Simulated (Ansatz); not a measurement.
MgBr2 (CdI2 type)

```
MgBr2
1.0
    3.82788     0.00000     0.00000
   -1.91394     3.31504     0.00000
    0.00000     0.00000     6.26170
Mg Br
1 2
Direct
  0.00000   0.00000   0.00000
  0.33333   0.66667   0.23946
  0.66667   0.33333   0.76054
```

Two coordinates are scanned: the volume, and the ratio of the stretch along z (the conventional c axis) to the stretch across it. Atoms keep their fractional coordinates.

Computed with r2SCAN+rVV10 (plane waves to 500 eV, PAW, scalar-relativistic; Ansatz, a first-principles code). k mesh 10×10×6 (Γ-centred), Fermi-Dirac smearing 0.05 eV. Stress and pressure are positive under compression. As the atoms are clamped, bonds stretch with the cell, which overstates energies and stresses. MgBr2 was relaxed with its symmetry unable to fall.

Changes of σxx (GPa) from the point V/V₀ = 1.000, (c/a)/(c/a)₀ = 1.000 when one coordinate moves alone (two changes are said to add if the coupling is within 5 % of the smaller one, nearly so within 20 %):

```csv
point,change
"V/V₀ = 1.000, (c/a)/(c/a)₀ = 0.960",-0.600
"V/V₀ = 1.000, (c/a)/(c/a)₀ = 0.980",-0.306
"V/V₀ = 0.920, (c/a)/(c/a)₀ = 1.000",4.297
"V/V₀ = 0.960, (c/a)/(c/a)₀ = 1.000",1.919
"V/V₀ = 1.040, (c/a)/(c/a)₀ = 1.000",-1.550
"V/V₀ = 1.080, (c/a)/(c/a)₀ = 1.000",-2.802
"V/V₀ = 1.000, (c/a)/(c/a)₀ = 1.020",0.318
"V/V₀ = 1.000, (c/a)/(c/a)₀ = 1.040",0.650
```

What is the change at V/V₀ = 0.960, (c/a)/(c/a)₀ = 1.040, where both move, and how far is it from the sum?

The sum of the single changes is 1.919 + (0.650) = 2.569; the calculation gives 2.615, so the coupling contributes 0.046 (under 20 % of the smaller single change, nearly additive).

What is the change at V/V₀ = 1.040, (c/a)/(c/a)₀ = 1.020, where both move, and how far is it from the sum?

The sum of the single changes is -1.550 + (0.318) = -1.232; the calculation gives -1.251, so the coupling contributes -0.019 (under 20 % of the smaller single change, nearly additive).

What is the change at V/V₀ = 1.080, (c/a)/(c/a)₀ = 1.040, where both move, and how far is it from the sum?

The sum of the single changes is -2.802 + (0.650) = -2.152; the calculation gives -2.229, so the coupling contributes -0.077 (under 20 % of the smaller single change, nearly additive).

(Under strain, the slope of the energy per volume gives the stress and its curvature an elastic modulus.)
